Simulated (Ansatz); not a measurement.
**Y2Ge: from a starting cell to a relaxed one**

The relaxed structure here is a generated cell of Y2Ge: the first start was made by placing the elements on the sites of a structure type, and the end was not matched to a known phase here, so it may be hypothetical.

The start is a generated cell, Y2Ge placed in the AFLOW prototype A2B_tI6_139_d_a (L\'2). The cell and all atomic positions are relaxed at zero pressure with r2SCAN (plane waves to 500 eV, PAW, scalar-relativistic; Ansatz, a program for electronic structure). The first steps use a 9×9×9 k-mesh.

Starting cell:
```
Y2Ge
1.0
   -2.51167     2.51167     3.08139
    2.51167    -2.51167     3.08139
    2.51167     2.51167    -3.08139
Y Ge
2 1
Direct
  0.75000   0.25000   0.50000
  0.25000   0.75000   0.50000
  0.00000   0.00000   0.00000
```

### Question
What pressure does the first self-consistent step give?

### Answer
+4.0 GPa (positive: the cell is compressed).

### Question
By how much does the energy per atom fall from start to end?

### Answer
0.12 eV/atom.

### Question
How does the volume change?

### Answer
+5.5 %, from 25.92 to 27.36 Å³/atom.

### Question
How do the shortest distances between atoms change?

### Answer
The closest pairs of elements (up to four, under 3.6 Å), start → end: Ge–Y 2.95 → 2.99 Å; Y–Y 3.08 → 3.45 Å.

### Question
What does it relax into? Give the structure.

### Answer

Space group Fm-3m (No. 225); a = b = c = 6.8984 Å, α = β = γ = 90.00°

```json
[
 {"atom": "Y", "site": "8c", "symmetry": "-43m", "x": "0.2500", "y": "0.2500", "z": "0.2500"},
 {"atom": "Ge", "site": "4a", "symmetry": "m-3m", "x": "0.0000", "y": "0.0000", "z": "0.0000"}
]
```
(The calculation used a cell of 3 atoms; values per cell refer to that cell.)

Final values are on a 12×12×12 k-mesh of the relaxed cell. No spin polarisation in the result.

The run could not lose the symmetry of its start, so the end can be a saddle point.

All atoms sit on sites fixed by symmetry, so only the cell could relax.
